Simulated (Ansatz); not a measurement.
Here is the system:

Zr$_{3}$ZnN:
```
CELL_PARAMETERS angstrom
      1.67676    -5.73632     0.00000
      1.67676     5.73632     0.00000
      0.00000     0.00000     8.89013
ATOMIC_POSITIONS crystal
  Zr 0.62629 0.37371 0.04866
  Zr 0.37371 0.62629 0.95134
  Zr 0.37371 0.62629 0.54866
  Zr 0.62629 0.37371 0.45134
  Zr 0.95001 0.04999 0.25000
  Zr 0.04999 0.95001 0.75000
  Zn 0.25523 0.74477 0.25000
  Zn 0.74477 0.25523 0.75000
  N  0.00000 0.00000 0.00000
  N  0.00000 0.00000 0.50000
```

This is the r²SCAN-relaxed structure.

Problem. All from the program Ansatz at the r²SCAN level (PAW), unless another level is named. Give the electronic character.

Solution. metallic (no gap).

Problem. Predict the formation energy from the elements (no fitted shifts).

Solution. -1.02 eV/atom.

Problem. Predict the density of states at the Fermi level.

Solution. 0.70 states/eV per atom (mean over ±0.08 eV).

Space group Cmcm. The workflow started from a Materials Project entry (that database holds measured and hypothetical structures alike); the Crystallography Open Database copy checked does not list it. Whether it is the stable phase at ambient conditions was not checked. The cell was relaxed with r²SCAN under the symmetry of its start; its stability against distortions is not shown here. The run is not spin-polarised. The references are the lowest solids computed at this level, not always the standard phases (solids in place of the gases). Scalar-relativistic: spin–orbit coupling is off unless named, which matters more the heavier the elements.

Potentials: the later of the program's two PAW sets.
